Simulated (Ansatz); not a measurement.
# LaScSe2 in Ansatz, single run

The command:

```bash
ansatz run input.yaml --threads 1 --pin off --max-ram 2560MiB --backend cpu --events-out ev --progress --plain --runs-dir out
```

input.yaml:

```yaml
crystal:
  lattice:
    - [3.924544, 0.0, 0.0]
    - [-1.962272, 3.398758, 0.0]
    - [0.0, -2.265836, 7.424398]
  atoms:
    - { symbol: Se, position: [0.2322, 0.4644, 0.6966] }
    - { symbol: Se, position: [0.7678, 0.5356, 0.3034] }
    - { symbol: La, position: [0.5, 0.0, 0.5] }
    - { symbol: Sc, position: [0.0, 0.0, 0.0] }
  symmetry: { tolerance: 0.0003 }
kpoints:
  mp_grid: { grid: [6, 6, 6], shift: [0, 0, 0] }
magnetization:
  spin_polarized: false
scf:
  occupations: { method: cold, width: 0.005 }
hamiltonian:
  pseudopotentials: { kind: paw }
  xc: pbe
basis:
  ecutwfc: 420
output:
  forces: true
  stress: true
  eigenvalues: true
  write_density: true
  write_potential: true
  elf: true
  volumetric_format: npy
```

Origin of the cell: a known structure type with other elements, at an estimated volume, so it need not be a known compound.

Output (shortened):

```
SCF iter   1: F=—  HF=-19327.968501 eV  Δρ=2.55e-3  dr2=8.42e-3
SCF iter   2: F=—  HF=-19327.967434 eV  S|Δr|=    0.00e0  Δρ=1.52e-3  dr2=4.07e-3  defer=45
SCF iter   3: F=—  HF=-19327.967016 eV  S|Δr|=    0.00e0  Δρ=3.38e-4  dr2=6.29e-4  defer=45
SCF iter   4: F=—  HF=-19327.966956 eV  S|Δr|=    0.00e0  Δρ=1.42e-4  dr2=6.13e-5  defer=45
SCF iter   5: F=—  HF=-19327.966926 eV  S|Δr|=    0.00e0  Δρ=6.96e-5  dr2=6.47e-6  defer=45
SCF iter   6: F=—  HF=-19327.966925 eV  S|Δr|=    0.00e0  Δρ=2.78e-5  dr2=1.76e-6  defer=45
SCF iter   7: F=-19327.966925 eV  HF=-19327.966925 eV  S|Δr|=    0.00e0  Δρ=7.27e-6  dr2=9.58e-8
SCF 1 converged in 7 iterations: F = -19327.966925 eV  dr2 = 9.58e-8
SCF converged after 7 iterations
Stability not checked: this state was not tested for a lower state beside it, because cold or Methfessel-Paxton smearing, or corrected tetrahedra, fill the levels in a way that the test cannot read (fill_not_monotonic; […]
Free energy (F): -19327.966925 eV
Harris-Foulkes:  -19327.966925 eV  (|F-HF|=6.90e-9)
Internal energy: -19327.966834 eV  (E = F + TS)
E sigma→0 (E₀):  -19327.966895 eV
Entropy (-TS):   -0.000091 eV (-0.023 meV/atom)
Fermi energy:    11.736294 eV
--- Per-component energies (eV) ---
  E_band       = -883.439519
  E_kinetic    = 704.407144
  E_local      = -6303.633069  (includes V_loc(G=0)·N_el)
  E_nonlocal   = -1011.952182
  E_hartree    = 2974.521736
  E_xc         = -458.196552
  E_vxc        = -481.236001  (∫ρ·V_xc dr)
  E_paw        = -10194.499031  (= ΣΔE_a)
  E_vpaw       = 259.936339  (= ΣTr[D̂ρ^β])
  E_aug_tail   = -0.001114  (compensation charges beyond the density's cutoff)
  E_ewald      = -5038.613766
  E_smearing   = -0.000091  (= −TS)
  Σ components = -19327.966925   (vs F -19327.966925, Δ=0.00e0)
--- Forces (eV/Å), atoms counted from 1 ---
  atom   1  Se     0.000000     0.000001     4.682054
  atom   2  Se    -0.000000    -0.000001    -4.682054
  atom   3  La    -0.000000    -0.000000    -0.000000
  atom   4  Sc    -0.000000     0.000000     0.000000
  max |Σ_I F_I| component: 0.0 eV/Å
--- Stress (GPa, compression-positive) ---
       17.149402       0.000000      -0.000000
        0.000000      17.149402      -0.000002
       -0.000000      -0.000002       6.602870
  P = ⅓ Tr σ = 13.6339 GPa (136.339 kbar)
```

Caveats: no spin-orbit coupling, though heavy elements are present; the k mesh is coarse if the cell is a metal.

Time: 7.6 s of wall time on 1 CPU thread(s) of a shared host, from the program's own first density.
